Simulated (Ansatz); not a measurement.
Tc:
```xyz
2
Lattice="2.7311 0.0000 0.0000 -1.3656 2.3652 0.0000 0.0000 0.0000 4.3723" Properties=species:S:1:pos:R:3 pbc="T T T"
Tc     0.0000     1.5768     3.2792
Tc     1.3656     0.7884     1.0931
```

Relaxed with r²SCAN+D4. Special points in fractions of this cell's reciprocal vectors: Γ (0.000, 0.000, 0.000); M (0.500, 0.000, 0.000); K (0.333, 0.333, 0.000); A (0.000, 0.000, 0.500); L (0.500, 0.000, 0.500); H (0.333, 0.333, 0.500).

### Question
List the band energies nearest the Fermi level at these points for plane-wave PAW r²SCAN+D4 (Ansatz code).

### Answer
In eV from the Fermi level; about four levels below and three above (degenerate sets whole), none deeper than 8.9 eV; … stands for higher levels left out; points with the same levels are listed once.

```csv
k,below,above
Γ,-0.86 -0.86 -0.12 -0.12,1.76 …
M,-2.00 -1.19 -1.00 -0.50,3.12 3.56 3.58
K,-3.09 -1.99 -1.99 -0.03,2.48 2.48 2.92
A,-1.77 -1.77 -1.77 -1.77,…
L,-5.64 -5.64 -3.92 -3.92,0.16 0.16 1.50 1.50
H,-1.89 -1.89 -0.09 -0.09,2.78 2.78 …
```

Space group P6_3/mmc (hcp (Mg type)). The cell was relaxed with r²SCAN+D4 under the symmetry of its start. The run is not spin-polarised. The pairwise dispersion correction was not fitted to metals. Spin–orbit coupling is left out wherever it is not named.

Potentials: the later of the program's two PAW sets.
